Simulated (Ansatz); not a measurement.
Si₂Ni (fluorite or antifluorite type, Fm-3m) at seven volumes, PBE in the plane-wave PAW code Ansatz, scaled uniformly. One row is withheld.

```
V (Å³/atom)  P (GPa)
-----------  -------
12.242         16.90
12.646         10.20
13.050             ?
13.453          0.00
13.857         -3.95
14.260         -7.23
14.664        -10.01
```

Q: Fit the shown pressures and predict the withheld one.

A: P = (3/2)B₀(x^(7/2) − x^(5/2))[1 + (3/4)(B′ − 4)(x − 1)] with x = (V₀/V)^(2/3). Least squares on the six rows gives V₀ = 13.451 Å³/atom, B₀ = 143 GPa, B′ = 4.83. At V = 13.050, x = 1.0204 and P = 4.66 GPa. The run itself gave 4.64 GPa.

The PBE relaxation kept the symmetry of its start. The workflow began spin-polarised and lost its moments.

Potentials: the later of the program's two PAW sets.
